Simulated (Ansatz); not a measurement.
Data:

SiC:
```
SiC
1.0
    3.08493     0.00000     0.00000
   -1.54247     2.67163     0.00000
    0.00000     0.00000     7.06170
Si C
3 3
Direct
  0.50000   0.00000   0.50000
  0.00000   0.50000   0.16667
  0.50000   0.50000   0.83333
  0.50000   0.00000   0.00000
  0.00000   0.50000   0.66667
  0.50000   0.50000   0.33333
```

This is the PBE-relaxed structure.

Question: All from DFT-PBE in the program Ansatz with PAW potentials, unless another level is named. Give the hole effective mass.

Answer: 0.39, 0.39, 3.6 mₑ (principal values).

Question: Give the electron effective mass.

Answer: 0.17, 0.45, 0.77 mₑ (principal values).

Question: Give the smallest direct gap on the standard path.

Answer: 3.00 eV.

Question: Give the weight of the valence-edge state by species (Voronoi cells).

Answer: C 77 %, Si 23 %.

Space group P6_222. The start of the workflow was typed in or built on a structure type; neither database checked (COD, Materials Project) lists it. It is not the phase usual at ambient conditions (space group No. 186, 216). The cell was relaxed with PBE under the symmetry of its start; whether a distortion lowers the energy is not shown. Its formation energy is positive at this level, so the cell may be metastable or incomplete.

Potentials: the later of the program's two PAW sets.
